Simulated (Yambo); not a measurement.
G0W0@LDA for Na2CO3 (space group P6_3/mmc, No. 194) in Yambo. Reference settings: 3×3×2 Γ-centred k mesh, bands 5 to 220 and a 7 Ry block in the screening, 220 bands in G with the Bruneval-Gonze terminator, plasmon pole fitted at 27.2 eV. The LDA gap Γ → Γ on this mesh is 3.14 eV; G0W0 gaps are taken between the same points.

The settings were changed. The gap went from 6.28 eV to 7.12 eV, and the shift of the valence edge from -1.70 eV to -2.57 eV.

Question: Which change was made?
A. 148 bands in W, 148 bands in G
B. 1 Ry block
C. 148 bands in G, no terminator
D. pole fitted at 10 eV

Answer: B, 1 Ry block. The others gave (gap, valence shift): pole fitted at 10 eV: 6.23, -1.58 eV; 148 bands in G, no terminator: 6.01, -1.28 eV; 148 bands in W, 148 bands in G: 6.32, -1.63 eV.

Geometry of the Materials Project entry, not relaxed at this level; primitive cell a = 5.211 Å, b = 5.211 Å, c = 6.073 Å, α = 90.00°, β = 90.00°, γ = 120.00°.

The structure is a Materials Project entry; no match was found in the copy of COD used, and its stability was not checked.

A shift is the quasiparticle energy of the state minus its LDA energy.
